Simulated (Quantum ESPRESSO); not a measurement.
```
CELL_PARAMETERS angstrom
      3.10162     1.79072     2.62146
     -3.10162     1.79072     2.62146
      0.00000    -3.58144     2.62146
ATOMIC_POSITIONS crystal
  O  0.54541 0.54541 0.09909
  O  0.09909 0.54541 0.54542
  O  0.54541 0.09909 0.54541
  K  0.00833 0.00833 0.00833
  I  0.50685 0.50685 0.50685
```

The geometry is that of Materials Project entry mp-552729, symmetrised and not relaxed again.

Problem. What does LDA (pw.x of Quantum ESPRESSO, ONCV potentials, without SOC) give for the electronic structure near the Fermi level?

Solution. The LDA gap is direct, 2.45 eV at Z. Another valence and conduction extremum on the path lies within 0.02 eV, too close to call. Without spin-orbit coupling, band edges of such heavy elements can be off by tenths of an eV.
